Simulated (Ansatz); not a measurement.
The cell is an ordered 8-atom cell of CdCAs2 on the zincblende lattice (I-42d); cell and atoms were relaxed with r2SCAN. Space group I-42d (No. 122), tetragonal; conventional cell a = 5.736 Å, c = 9.000 Å, 18.51 Å³ an atom. Around Cd lie 4 As at 2.66 Å; around As lie 2 C at 2.05 Å and 2 Cd at 2.66 Å; around C lie 4 As at 2.05 Å.

```
CELL_PARAMETERS angstrom
-2.86795 2.86795 4.49979
2.86795 -2.86795 4.49979
2.86795 2.86795 -4.49979
ATOMIC_POSITIONS crystal
Cd 0.00000 0.00000 0.00000
As 0.37500 0.46159 0.58659
Cd 0.75000 0.25000 0.50000
As 0.21159 0.62500 0.08659
C 0.50000 0.50000 0.00000
As 0.87500 0.78841 0.41341
C 0.25000 0.75000 0.50000
As 0.53841 0.12500 0.91341
```

3 runs of the plane-wave code Ansatz on this cell differ in the functional (and in the settings that go with it). Levels are in eV from each run's valence top; v1 is the last filled band, c1 the first empty one.

Run A, mean stress -1.2 GPa (compression positive):

| point | v2 | v1 | c1 | c2 |
| --- | --- | --- | --- | --- |
| Γ | -1.04 | 0.00 | 1.33 | 1.63 |
| X | -1.14 | -1.14 | 1.93 | 1.93 |
| P | -1.37 | -1.37 | 2.44 | 2.44 |

Run B, mean stress 0.0 GPa (compression positive):

| point | v2 | v1 | c1 | c2 |
| --- | --- | --- | --- | --- |
| Γ | -0.97 | 0.00 | 0.39 | 0.52 |
| X | -1.10 | -1.10 | 0.89 | 0.89 |
| P | -1.32 | -1.32 | 1.35 | 1.35 |

Run C, mean stress +2.2 GPa (compression positive):

| point | v2 | v1 | c1 | c2 |
| --- | --- | --- | --- | --- |
| Γ | -0.91 | 0.00 | 0.20 | 0.25 |
| X | -1.02 | -1.02 | 0.68 | 0.68 |
| P | -1.23 | -1.23 | 1.06 | 1.06 |

**Question.** Match the runs to PBE, r2SCAN, PBE0.

**Answer.** A is PBE0, B is r2SCAN, C is PBE. In order of the gap: PBE 0.20, r2SCAN 0.39, PBE0 1.33 eV. The stress vanishes for r2SCAN, which relaxed the cell.

All values are calculated for a non-magnetic cell, which may be hypothetical.

The runs are scalar-relativistic, without spin-orbit coupling.

The stress of a hybrid is loosely converged in these runs.

The meshes of the hybrids are coarse, so their gaps aren't converged to the digits shown.
